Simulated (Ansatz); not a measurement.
BiClO:
```
CELL_PARAMETERS angstrom
      3.88862     0.00000     0.00000
      0.00000     3.88862     0.00000
      0.00000     0.00000     7.42689
ATOMIC_POSITIONS crystal
  Bi 0.00000 0.50000 0.83110
  Bi 0.50000 0.00000 0.16890
  Cl 0.50000 0.00000 0.65058
  Cl 0.00000 0.50000 0.34942
  O  0.00000 0.00000 0.00000
  O  0.50000 0.50000 0.00000
```

Relaxed with r²SCAN+D4. Special points in fractions of this cell's reciprocal vectors: Γ (0.000, 0.000, 0.000); X (0.000, 0.500, 0.000); M (0.500, 0.500, 0.000); Z (0.000, 0.000, 0.500); R (0.000, 0.500, 0.500); A (0.500, 0.500, 0.500).

Question: List the band energies nearest the valence-band maximum at these points for plane-wave PAW r²SCAN+D4 with spin–orbit coupling (Ansatz code).

Answer: In eV from the valence-band maximum; about four levels below and three above (degenerate sets whole), none deeper than 8.9 eV; points with the same levels are listed once.

| k | below | above |
|---|---|---|
| Γ | -0.94 -0.94 -0.81 -0.81 | 3.09 3.09 3.32 3.32 |
| X | -0.10 -0.10 -0.10 -0.10 | 4.13 4.13 4.13 4.13 |
| M | -0.82 -0.82 -0.82 -0.82 | 4.05 4.05 4.05 4.05 |
| Z | -0.52 -0.52 -0.42 -0.42 | 2.67 2.67 2.83 2.83 |
| R | -0.09 -0.09 -0.09 -0.09 | 4.04 4.04 4.04 4.04 |
| A | -0.89 -0.89 -0.89 -0.89 | 4.36 4.36 4.36 4.36 |

Space group P4/nmm. The first step of the workflow began from a Materials Project structure, measured or hypothetical; the Crystallography Open Database files this formula in space group No. 129, but the cells were not matched. Its standing as an ambient phase is unchecked. The r²SCAN+D4 relaxation kept the symmetry of its start; whether a distortion lowers the energy is not shown.

Potentials: the later of the program's two PAW sets.
